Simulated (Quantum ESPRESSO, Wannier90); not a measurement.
# Wannierisation of RuO2 (rutile)

Structure: Materials Project mp-825, symmetrised, not relaxed again. COD (Crystallography Open Database) has an entry of this formula and space group (matched by these alone). Level: PBEsol, no spin polarisation, no spin-orbit coupling; pw.x of Quantum ESPRESSO at 68 Ry with PseudoDojo potentials, 6×6×8 k-points, Wannier90. Density: 8×8×10 mesh, cold smearing 0.01 Ry.

```
begin unit_cell_cart
ang
    4.4825000000    0.0000000000    0.0000000000
    0.0000000000    4.4825000000    0.0000000000
    0.0000000000    0.0000000000    3.1113400000
end unit_cell_cart
mp_grid = 6 6 8
```

### Question
Which shells of neighbouring k-points and which b-vectors and weights does Wannier90 pick for this cell and mesh?

### Answer
```
 *---------------------------------- K-MESH ----------------------------------*
 +----------------------------------------------------------------------------+
 |                    Distance to Nearest-Neighbour Shells                    |
 |                    ------------------------------------                    |
 |          Shell             Distance (Ang^-1)          Multiplicity         |
 |          -----             -----------------          ------------         |
 |             1                   0.233619                      4            |
 |             2                   0.252431                      2            |
 |             3                   0.330387                      4            |
 |             4                   0.343947                      8            |
 |             5                   0.415785                      8            |
 |             6                   0.467238                      4            |
 |             7                   0.504862                      2            |
 |             8                   0.522388                      8            |
       ... (lines left out)
 +----------------------------------------------------------------------------+
 | The b-vectors are chosen automatically                                     |
 | The following shells are used:                       1,  2                 |
 +----------------------------------------------------------------------------+
 |                        Shell   # Nearest-Neighbours                        |
 |                        -----   --------------------                        |
 |                          1               4                                 |
 |                          2               2                                 |
 +----------------------------------------------------------------------------+
 | Completeness relation is fully satisfied [Eq. (B1), PRB 56, 12847 (1997)]  |
 +----------------------------------------------------------------------------+
 |                  b_k Vectors (Ang^-1) and Weights (Ang^2)                  |
 |                  ----------------------------------------                  |
 |            No.         b_k(x)      b_k(y)      b_k(z)        w_b           |
 |            ---        --------------------------------     --------        |
 |             1         0.000000    0.233619    0.000000     9.161221        |
 |             2         0.233619    0.000000    0.000000     9.161221        |
 |             3         0.000000   -0.233619    0.000000     9.161221        |
 |             4        -0.233619    0.000000    0.000000     9.161221        |
 |             5         0.000000    0.000000    0.252431     7.846666        |
 |             6         0.000000    0.000000   -0.252431     7.846666        |
```
